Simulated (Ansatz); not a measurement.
Input:

Relaxed ZnS (wurtzite):

```
ZnS
1.0
    3.84511     0.00000     0.00000
   -1.92255     3.32996     0.00000
    0.00000     0.00000     6.30566
Zn S
2 2
Cartesian
  1.92255   1.10999   6.30474
  0.00000   2.21997   3.15191
  1.92255   1.10999   3.94322
  0.00000   2.21997   0.79039
```

A phonon eigenvector at Γ is frozen into this cell: atom i moves by Q times the vector below, so Q is the largest atomic displacement, in Å. The cell is held. It is one choice among 2 degenerate patterns.

```
atom      x       y      z
----  -----  ------  -----
Zn1   0.000  -0.396  0.000
Zn2   0.000   0.396  0.000
S3    0.000  -1.000  0.000
S4    0.000   1.000  0.000
```

These are PBE (plane waves to 420 eV, PAW, scalar-relativistic; Ansatz, an electronic-structure program) values and carry that method's errors. k mesh 10×10×5 (Γ-centred), Fermi-Dirac smearing 0.05 eV. The energy includes the smearing's −TS. ZnS was relaxed with its symmetry unable to fall. The zero of ΔE is the undisplaced structure.

The scan covers Q from -0.100 to 0.100 Å in 13 points.

Question: Which space group does the distorted structure have?

Answer: Cmc2_1 (No. 36), lowered from P6_3mc.

Question: Is the energy the same for displacements of ±0.100 Å, and if not, which side lies higher?

Answer: Not even: the positive side lies higher at ±0.100 Å.

Question: What is the energy change at Q = 0.100 Å?

Answer: 130.8 meV/cell.

Question: What harmonic wavenumber does the curvature at Q = 0 give?

Answer: 268 cm⁻¹.

(For displaced atoms, the force is minus the slope of the energy, and its curvature is a force constant, which sets phonon frequencies.)
